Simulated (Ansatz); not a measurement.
LuP:
```
LuP
1.0
    0.00000     2.76001     2.76001
    2.76001     0.00000     2.76001
    2.76001     2.76001     0.00000
Lu P
1 1
Cartesian
  0.00000   0.00000   0.00000
  2.76001   2.76001   2.76001
```

Relaxed with r²SCAN. Special points in fractions of this cell's reciprocal vectors: Γ (0.000, 0.000, 0.000); X (0.500, 0.000, 0.500); U (0.625, 0.250, 0.625); K (0.375, 0.375, 0.750); L (0.500, 0.500, 0.500); W (0.500, 0.250, 0.750).

List the band energies nearest the Fermi level at these points for plane-wave PAW r²SCAN (Ansatz code).

In eV from the Fermi level; about four levels below and three above (degenerate sets whole), none deeper than 8.9 eV; … stands for higher levels left out; points with the same levels are listed once.

```tsv
k	below	above
Γ	-4.67 -4.62 -4.62 -4.62	0.39 0.39 0.39
X	-3.47 -1.03 -1.03 -0.48	3.68 3.81 …
U	-4.63 -4.63 -3.33 -3.24 -1.78	1.55 4.85 5.26
L	-4.62 -4.60 -2.40 -2.40	4.32 5.00 5.00
W	-4.62 -2.95 -2.95 -2.87	3.39 3.39 3.85
```

Space group Fm-3m (rock salt). The first step of the workflow began from a Materials Project structure, measured or hypothetical; the Crystallography Open Database copy checked does not list it. Whether it is the stable phase at ambient conditions was not checked. Symmetry was held in the r²SCAN relaxation; its stability against distortions is not shown here. Spin–orbit coupling is left out wherever it is not named.

Potentials: the later of the program's two PAW sets.
